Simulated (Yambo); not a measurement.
## Optical response of CsLiMoO$_{4}$

```
CELL_PARAMETERS angstrom
      0.00000     4.19603     4.19603
      4.19603     0.00000     4.19603
      4.19603     4.19603     0.00000
ATOMIC_POSITIONS crystal
  Li 0.50000 0.50000 0.50000
  O  0.62879 0.62879 0.11363
  O  0.62879 0.62879 0.62879
  O  0.11363 0.62879 0.62879
  O  0.62879 0.11363 0.62879
  Mo 0.75000 0.75000 0.75000
  Cs 0.25000 0.25000 0.25000
```

Yambo, RPA with local fields on LDA bands shifted by a G0W0 scissor of 2.02 eV; 4×4×4 mesh, 111 bands, 3 Ry local-field block, 0.2 eV broadening; field along x.

```json
[
 {"E (eV)": "0.0", "Im ε": "0.00", "Re ε": "2.28", "Im ε, independent particles": "0.00"},
 {"E (eV)": "0.4", "Im ε": "0.00", "Re ε": "2.28", "Im ε, independent particles": "0.00"},
 {"E (eV)": "0.8", "Im ε": "0.00", "Re ε": "2.28", "Im ε, independent particles": "0.01"},
 {"E (eV)": "1.1", "Im ε": "0.00", "Re ε": "2.29", "Im ε, independent particles": "0.01"},
 {"E (eV)": "1.5", "Im ε": "0.01", "Re ε": "2.30", "Im ε, independent particles": "0.01"},
 {"E (eV)": "1.9", "Im ε": "0.01", "Re ε": "2.31", "Im ε, independent particles": "0.02"},
 {"E (eV)": "2.2", "Im ε": "0.01", "Re ε": "2.32", "Im ε, independent particles": "0.02"},
 {"E (eV)": "2.6", "Im ε": "0.01", "Re ε": "2.34", "Im ε, independent particles": "0.02"},
 {"E (eV)": "3.0", "Im ε": "0.01", "Re ε": "2.36", "Im ε, independent particles": "0.03"},
 {"E (eV)": "3.4", "Im ε": "0.02", "Re ε": "2.39", "Im ε, independent particles": "0.04"},
 {"E (eV)": "3.8", "Im ε": "0.02", "Re ε": "2.42", "Im ε, independent particles": "0.04"},
 {"E (eV)": "4.1", "Im ε": "0.02", "Re ε": "2.46", "Im ε, independent particles": "0.06"},
 {"E (eV)": "4.5", "Im ε": "0.03", "Re ε": "2.51", "Im ε, independent particles": "0.07"},
 {"E (eV)": "4.9", "Im ε": "0.03", "Re ε": "2.57", "Im ε, independent particles": "0.09"},
 {"E (eV)": "5.2", "Im ε": "0.04", "Re ε": "2.64", "Im ε, independent particles": "0.13"},
 {"E (eV)": "5.6", "Im ε": "0.06", "Re ε": "2.73", "Im ε, independent particles": "0.19"},
 {"E (eV)": "6.0", "Im ε": "0.09", "Re ε": "2.86", "Im ε, independent particles": "0.34"},
 {"E (eV)": "6.4", "Im ε": "0.17", "Re ε": "3.06", "Im ε, independent particles": "0.84"},
 {"E (eV)": "6.8", "Im ε": "0.52", "Re ε": "3.23", "Im ε, independent particles": "3.03"},
 {"E (eV)": "7.1", "Im ε": "0.79", "Re ε": "2.97", "Im ε, independent particles": "3.17"},
 {"E (eV)": "7.5", "Im ε": "0.76", "Re ε": "2.99", "Im ε, independent particles": "2.81"},
 {"E (eV)": "7.9", "Im ε": "0.85", "Re ε": "2.97", "Im ε, independent particles": "2.22"},
 {"E (eV)": "8.2", "Im ε": "0.95", "Re ε": "2.92", "Im ε, independent particles": "1.80"},
 {"E (eV)": "8.6", "Im ε": "0.87", "Re ε": "3.03", "Im ε, independent particles": "2.34"},
 {"E (eV)": "9.0", "Im ε": "1.08", "Re ε": "3.25", "Im ε, independent particles": "2.72"},
 {"E (eV)": "9.4", "Im ε": "1.43", "Re ε": "3.22", "Im ε, independent particles": "2.43"},
 {"E (eV)": "9.8", "Im ε": "1.95", "Re ε": "3.31", "Im ε, independent particles": "3.12"},
 {"E (eV)": "10.1", "Im ε": "2.21", "Re ε": "2.86", "Im ε, independent particles": "3.46"},
 {"E (eV)": "10.5", "Im ε": "2.39", "Re ε": "2.58", "Im ε, independent particles": "4.02"},
 {"E (eV)": "10.9", "Im ε": "2.39", "Re ε": "2.13", "Im ε, independent particles": "2.61"},
 {"E (eV)": "11.2", "Im ε": "2.12", "Re ε": "1.73", "Im ε, independent particles": "2.74"},
 {"E (eV)": "11.6", "Im ε": "2.02", "Re ε": "1.78", "Im ε, independent particles": "2.84"},
 {"E (eV)": "12.0", "Im ε": "1.87", "Re ε": "1.95", "Im ε, independent particles": "2.48"},
 {"E (eV)": "12.4", "Im ε": "2.66", "Re ε": "2.24", "Im ε, independent particles": "1.40"},
 {"E (eV)": "12.8", "Im ε": "2.68", "Re ε": "1.13", "Im ε, independent particles": "1.32"},
 {"E (eV)": "13.1", "Im ε": "2.42", "Re ε": "0.81", "Im ε, independent particles": "1.37"},
 {"E (eV)": "13.5", "Im ε": "2.18", "Re ε": "0.66", "Im ε, independent particles": "1.44"},
 {"E (eV)": "13.9", "Im ε": "1.76", "Re ε": "0.36", "Im ε, independent particles": "1.38"},
 {"E (eV)": "14.2", "Im ε": "1.43", "Re ε": "0.45", "Im ε, independent particles": "1.17"},
 {"E (eV)": "14.6", "Im ε": "1.20", "Re ε": "0.53", "Im ε, independent particles": "1.09"},
 {"E (eV)": "15.0", "Im ε": "1.19", "Re ε": "0.72", "Im ε, independent particles": "1.18"},
 {"E (eV)": "15.4", "Im ε": "1.18", "Re ε": "0.81", "Im ε, independent particles": "1.84"},
 {"E (eV)": "15.8", "Im ε": "1.04", "Re ε": "0.78", "Im ε, independent particles": "2.27"},
 {"E (eV)": "16.1", "Im ε": "1.05", "Re ε": "0.86", "Im ε, independent particles": "3.02"},
 {"E (eV)": "16.5", "Im ε": "0.96", "Re ε": "0.89", "Im ε, independent particles": "3.29"},
 {"E (eV)": "16.9", "Im ε": "1.03", "Re ε": "1.06", "Im ε, independent particles": "2.82"},
 {"E (eV)": "17.2", "Im ε": "1.16", "Re ε": "1.10", "Im ε, independent particles": "1.37"},
 {"E (eV)": "17.6", "Im ε": "1.31", "Re ε": "0.90", "Im ε, independent particles": "1.08"},
 {"E (eV)": "18.0", "Im ε": "1.36", "Re ε": "0.79", "Im ε, independent particles": "0.84"},
 {"E (eV)": "18.4", "Im ε": "0.97", "Re ε": "0.71", "Im ε, independent particles": "0.95"},
 {"E (eV)": "18.8", "Im ε": "1.21", "Re ε": "1.00", "Im ε, independent particles": "0.90"},
 {"E (eV)": "19.1", "Im ε": "1.32", "Re ε": "0.61", "Im ε, independent particles": "0.81"},
 {"E (eV)": "19.5", "Im ε": "1.16", "Re ε": "0.51", "Im ε, independent particles": "0.72"},
 {"E (eV)": "19.9", "Im ε": "1.12", "Re ε": "0.48", "Im ε, independent particles": "0.77"}
]
```

Peak heights and small wiggles depend on the k mesh. Convergence of the RPA response with its 4×4×4 mesh was not tested. The scissor comes from a G0W0 run whose convergence isn't established. No excitonic effects at this level.

Spin-orbit coupling is not included.

Geometry of the Materials Project entry, not relaxed at this level.

The structure is a Materials Project entry; no match was found in the copy of COD used, and its stability was not checked.
